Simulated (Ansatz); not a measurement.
CaO (CsCl type, Pm-3m) is relaxed with PBE in the plane-wave PAW code Ansatz. What lattice parameters of the conventional cell result?

a = 2.934 Å.

Is it a metal or does it have a gap at this level?

A gap of 2.78 eV, indirect.

This is a known high-pressure phase of the composition, computed here at zero pressure and temperature. The PBE relaxation kept the symmetry of its start; its stability against distortions is not shown here.

Potentials: the earlier of the program's two PAW sets.
